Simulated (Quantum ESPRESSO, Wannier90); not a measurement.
# Wannierisation of TlBr (rock salt)

```
TlBr
1.0
    0.00000     3.34204     3.34204
    3.34204     0.00000     3.34204
    3.34204     3.34204     0.00000
Tl Br
1 1
Direct
  0.00000   0.00000   0.00000
  0.50000   0.50000   0.50000
```

Structure: Materials Project mp-568560, symmetrised, not relaxed again. Not found in the COD (Crystallography Open Database) copy used, which has the formula in other groups; not checked further. Level: PBEsol, spinors with spin-orbit coupling; pw.x of Quantum ESPRESSO at 50 Ry with PseudoDojo potentials, 8×8×8 k-points, Wannier90. Density: 8×8×8 mesh, cold smearing 0.01 Ry.

Base run: 16 functions from bands 1-2,13-40 of the 40 computed, start hydrogen-like Tl: s;p; Br: s;p, centres 0.05 Å off the atoms, frozen window up to 3.31 eV relative to the valence-band maximum, outer window open. Bands 3–6 (Tl 5d 100 %), 7–12 (Tl 5d 100 %) lie between the kept ones and are excluded. One thing is changed at a time; window edges are relative to the valence-band maximum. The misfit compares interpolated bands with pw.x on a high-symmetry path, for states up to 2.8 eV relative to the valence-band maximum. Converged means that the tolerances were met: symmetric starts can stop on a saddle, which shows as a larger Ω_OD at equal Ω_I and can move the misfit too.

### Question
Which of these settings interpolates worst among those that finish?
A) frozen window to 5.31 eV
B) outer window to 8.68 eV
C) base
D) outer window to 6.98 eV
E) frozen window to 2.81 eV
F) no frozen window

### Answer
F, no frozen window. The whole sweep:

```
setting                   functions  frozen to (eV)  Ω_I (Å²)  Ω_D (Å²)  Ω_OD (Å²)  rms misfit (meV)  worst (meV)                          ended
------------------------  ---------  --------------  --------  --------  ---------  ----------------  -----------  -----------------------------
base                             16            3.31     24.33      0.00       5.46               1.4           14                      converged
frozen window to 7.31 eV         16            7.31         –         –          –                 –            –  stops: too many frozen states
frozen window to 5.31 eV         16            5.31     30.64      0.01       6.20               1.9           22                      converged
frozen window to 2.81 eV         16            2.81     23.84      0.00       5.44               2.5           37                      converged
frozen window to 7.11 eV         16            7.11         –         –          –                 –            –  stops: too many frozen states
no frozen window                 16            none     21.21      0.00       5.71               167          618                      converged
outer window to 8.68 eV          16            3.31     28.52      0.00       5.68               0.8          6.8                      converged
outer window to 6.98 eV          16            3.31     31.84      0.02       6.37               1.8           17                      converged
```
